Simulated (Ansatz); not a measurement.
An Ansatz input:

```yaml
crystal:
  lattice:
    - [2.6855611756, 0.0, 0.0]
    - [0.0, 2.6855611756, 0.0]
    - [0.0, 0.0, 2.6855611756]
  atoms:
    - { symbol: Ag, position: [0.0, 0.0, 0.0] }
hamiltonian:
  xc: pbesol
  pseudopotentials:
    kind: paw
    azcp:
      Ag: "pseudopotentials/Ag.paw.azcp"
basis:
  ecutwfc: 420
  fft_grid_basis: typed
kpoints:
  mp_grid: { grid: [19, 19, 19], shift: [0, 0, 0] }
magnetization:
  spin_polarized: false
scf:
  occupations: { method: fermi_dirac, width: 0.1 }
```

Output

```
Warning: the record states the generating functional pbe (its physics header spells it `PBE`), which answers neither for hamiltonian.xc's functional nor for the pbesol family's — results may be inconsistent (PPs are generated against a specific XC)
Engine: ansatz 0.2.0, aarch64-unknown-linux-gnu
Pseudopotentials: kind: paw
Pseudopotential: Ag, paw, valence charge 19, recommended cutoff 420 eV (normal) 
Functional definition: PBEsol
  exchange = pbesol_x
  correlation = pbesol_c
Crystal: 1 atoms, lattice volume = 19.369 Å³
Basis set: ecut = 420 eV, 389 PW (Γ)
Bands: 14, of which v1, the nominal top of the filled ones, is band 10 counted from 1 (9 counted from 0)
Symmetry: 48 space group operations
Space group: Pm-3m (ITA 221), of the structure as read, at distance tolerance 2.7e-5 Å
k-points: 220 of 6859
Non-local potential: Ag, projectors of the file, l = 0: 3, l = 1: 2, l = 2: 2, l = 3: 1
PAW form: soft (Blöchl's): semilocal exchange-correlation on the pseudo side does not see the compensation charge
PAW frozen core: Ag, regenerated for the run's functional, and the local potential with it (the file was generated under x = pbe(κ = 0.804, μ = 0.2195149727645171), c = pbe(β = 0.06672455060314922))
PAW one-centre angular grid: Ag, 590 points (default); XC on 64 Gauss nodes
Initial density: superposition of atomic densities (neutral atoms: chi_scale 0, normalization atom), corrected by the library's trained network
Initial wavefunctions: pseudopotential atomic-orbital guess
Functional: x = pbesol(κ = 0.804, μ = 0.12345679012345678), c = pbesol(β = 0.046)
SCF iter   1: F=—  HF=-7521.857499 eV  |F-HF|=—  |Δ(HF+E_count)|=         —  Δρ=9.87e-3  dr2=1.90e-2  ethr=1.77e-3  ⟨swp⟩=4.9  Hψ=15408  notcnv=0
SCF iter   2: F=—  HF=-7521.852653 eV  |F-HF|=—  |Δ(HF+E_count)|=   4.85e-3  Δρ=2.60e-3  dr2=1.63e-3  ethr=9.98e-5  ⟨swp⟩=1.9  Hψ=5713  notcnv=0
SCF iter   3: F=—  HF=-7521.852165 eV  |F-HF|=—  |Δ(HF+E_count)|=   4.87e-4  Δρ=8.86e-4  dr2=6.83e-5  ethr=8.56e-6  ⟨swp⟩=2.4  Hψ=4083  notcnv=0
SCF iter   4: F=—  HF=-7521.852153 eV  |F-HF|=—  |Δ(HF+E_count)|=   1.24e-5  Δρ=1.45e-4  dr2=2.19e-6  ethr=3.59e-7  ⟨swp⟩=3.0  Hψ=5851  notcnv=0
iter 5 did not close the SCF: its close was put off for the readings that it lacked (scf_convergence_deferred on its scf_iter line)
SCF iter   5: F=-7521.852153 eV  HF=-7521.852153 eV  |F-HF|=1.10e-9  |Δ(HF+E_count)|=   1.29e-7  Δρ=5.65e-6  dr2=2.67e-9  ethr=1.15e-8  ⟨swp⟩=2.0  Hψ=4869  notcnv=0
SCF iter   6: F=-7521.852153 eV  HF=-7521.852153 eV  |F-HF|=1.80e-10  |Δ(HF+E_count)|=   2.54e-9  Δρ=1.32e-6  dr2=2.39e-10  ethr=1.40e-11  ⟨swp⟩=1.0  Hψ=9004  notcnv=0
SCF 1 converged in 6 iterations: F = -7521.852153 eV  dr2 = 2.39e-10
SCF converged after 6 iterations
Free energy (F): -7521.852153 eV
Harris-Foulkes:  -7521.852153 eV  (|F-HF|=1.80e-10)
Internal energy: -7521.843997 eV  (E = F + TS)
E sigma→0 (E₀):  -7521.848075 eV
Entropy (-TS):   -0.008157 eV (-8.157 meV/atom)
Fermi energy:    14.349875 eV
--- Per-component energies (eV) ---
  E_band       = -285.203649
  E_kinetic    = 527.631726
  E_local      = -2486.872453  (includes V_loc(G=0)·N_el)
  E_nonlocal   = 82.765120
  E_hartree    = 1118.559724
  E_xc         = -183.273582
  E_vxc        = -233.818569  (∫ρ·V_xc dr)
  E_paw        = -3834.988349  (= ΣΔE_a)
  E_vpaw       = -412.030227  (= ΣTr[D̂ρ^β])
  E_aug_tail   = 0.000300  (compensation charges beyond the density's cutoff)
  E_ewald      = -2745.989223
  E_core_change = 0.322739  (= ΣΔE_core)
  E_smearing   = -0.008157  (= −TS)
  E_closure    = -0.000000  (closes the sum)
  Σ components = -7521.852153   (vs F -7521.852153, Δ=0.00e0)
```
